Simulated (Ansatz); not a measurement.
**Question.** Bulk modulus by a P(V) fit from PBE minus that from PBEsol (% of the latter), each on its own relaxed cell (Ansatz, a program for electronic structure, plane waves, PAW; no spin–orbit coupling, no Hubbard U), over 41 phases of the class «halides»: what sign and size do you expect?

**Answer.** Mean -16 %, median -14 %, mean absolute 16 %; eight in ten lie between -24 and -8 %, and 0 % are above zero.

Some cases that may be named, with their rank among the 41 from the lowest: CsPbBr3, cubic perovskite -14 % (rank 20); CsPbCl3, cubic perovskite -13 % (rank 24); KMgF3, cubic perovskite -8 % (rank 36); NaF, rock salt -8 % (rank 37).

The phases are those computed here (of each formula those with measured values and the lowest at some level), not a balanced benchmark, and neither functional is the truth. Pairs that end in unlike spin orders or unlike minima (c/a over 6 % apart, 30 % for weakly bound crystals), magnets with 4f shells, solids of gases and phases set aside for tests are left out.

1 of the phases carry moments, in the orders computed and without U.

Not the usual ambient phase: CsPbBr3, cubic perovskite; CsPbCl3, cubic perovskite. All cells were relaxed under the symmetry of their starts (and spin orders); stability against distortions was not tested throughout. Scalar-relativistic: spin–orbit coupling is off unless named, which matters more the heavier the elements.

Potentials: the later of the program's two PAW sets.

Ansatz is a plane-wave DFT program.
